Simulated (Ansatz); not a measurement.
SiGeC2 in space group P-4m2 (No. 115; Si on 1a, C on 2g, Ge on 1c) at seven volumes, PBE (plane waves, PAW; program Ansatz), shape and atoms relaxed at each. One row is withheld.

```tsv
V (Å³/atom)	P (GPa)
10.309	22.05
10.649	13.55
10.989	6.26
11.329	0.01
11.669	-5.34
12.008	-9.91
12.348	?
```

Problem. Fit the shown pressures and predict the withheld one.

Solution. Third-order Birch–Murnaghan: P = (3/2)B₀(x^(7/2) − x^(5/2))[1 + (3/4)(B′ − 4)(x − 1)] with x = (V₀/V)^(2/3). Least squares on the six rows gives V₀ = 11.330 Å³/atom, B₀ = 192.3 GPa, B′ = 4.11. At V = 12.348, x = 0.9443 and P = -13.87 GPa. The run itself gave -13.82 GPa.

The start of the workflow was typed in or built on a structure type; neither database checked (COD, Materials Project) lists it. Whether it is the stable phase at ambient conditions was not checked. The PBE relaxation kept the symmetry of its start; its stability against distortions is not shown here.

Potentials: the earlier of the program's two PAW sets.
